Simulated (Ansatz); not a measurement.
Level of theory: Ansatz 0.2.0, DFT PBE, scalar-relativistic, plane waves, PAW, and for the lanthanide a 4f-in-core norm-conserving potential. Cutoff 770 eV, Γ-centred meshes of about 0.25 Å⁻¹ or finer for metals and 0.3 Å⁻¹ for insulators (2π included), Gaussian smearing. No spin polarisation.

A search over trial structures of Ba₄Er gave this relaxed cell.

```xyz
5
Lattice="-5.6508 5.6508 2.2262 5.6508 -5.6508 2.2262 5.6508 5.6508 -2.2262" Properties=species:S:1:pos:R:3 pbc="T T T"
Ba    8.2374    0.0000    0.0000
Ba    3.0643    0.0000    0.0000
Ba    0.0000    8.2374    0.0000
Ba    0.0000    3.0643    0.0000
Er    0.0000    0.0000    2.2262
```

Wave vectors count in units of this cell's reciprocal vectors.

Question: Does it survive phonon and random-displacement tests?

Answer: No. The phonons at Γ go imaginary, to 37i cm⁻¹ at q = (0.00, 0.00, 0.00). (Phonon run: 8×8×8 k mesh, Gaussian smearing of 0.10 eV.) With atoms moved at random and symmetry off, it falls by 132 meV/atom into I4/m (No. 87). Conventional cell: a = 10.951 Å, c = 4.502 Å. Ba is surrounded by 2 Er at 3.88 Å and 10 Ba at 4.31–4.50 Å; Er is surrounded by 8 Ba at 3.88 Å and 2 Er at 4.50 Å.

```cif
data_structure
_symmetry_space_group_name_H-M 'I4/m'
_symmetry_Int_Tables_number 87
_cell_length_a 10.9506
_cell_length_b 10.9506
_cell_length_c 4.5020
_cell_angle_alpha 90.000
_cell_angle_beta 90.000
_cell_angle_gamma 90.000
_cell_volume 539.85
loop_
_atom_site_label
_atom_site_type_symbol
_atom_site_symmetry_multiplicity
_atom_site_Wyckoff_symbol
_atom_site_fract_x
_atom_site_fract_y
_atom_site_fract_z
_atom_site_occupancy
Ba1 Ba 8 h 0.91584 0.72429 0.00000 1
Er1 Er 2 b 0.00000 0.00000 0.50000 1
```

Phonons of metals hang on the k mesh and the smearing.

The lanthanide is trivalent by construction, without f bands, f moments or other valences.
